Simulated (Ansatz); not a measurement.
ZrO$_{2}$:
```
CELL_PARAMETERS angstrom
      5.28732     0.00000     0.00000
      0.00000     5.07261     0.00000
      0.00000     0.00000     5.09796
ATOMIC_POSITIONS crystal
  Zr 0.03059 0.26640 0.24884
  Zr 0.96941 0.73360 0.74884
  Zr 0.53059 0.73360 0.24884
  Zr 0.46941 0.26640 0.74884
  O  0.36585 0.06764 0.10713
  O  0.63415 0.93236 0.60713
  O  0.86585 0.93236 0.10713
  O  0.13415 0.06764 0.60713
  O  0.22914 0.53627 0.00003
  O  0.77086 0.46373 0.50003
  O  0.72914 0.46373 0.00003
  O  0.27086 0.53627 0.50003
```

r²SCAN (plane waves, PAW; program Ansatz) gives a gap of 4.40 eV without spin–orbit coupling, maximum at Γ, minimum off the standard path, at k = (0.260, 0.422, 0.380).

### Question
What happens when spin–orbit coupling is switched on?

### Answer
The gap decreases by 0.02 eV, to 4.38 eV; maximum on the Y–Γ line, 98 % of the way from Y, minimum off the standard path, at k = (0.255, 0.406, 0.380).

Space group Pca2_1. The r²SCAN relaxation kept the symmetry of its start. No spin polarisation was allowed.

Potentials: the later of the program's two PAW sets.
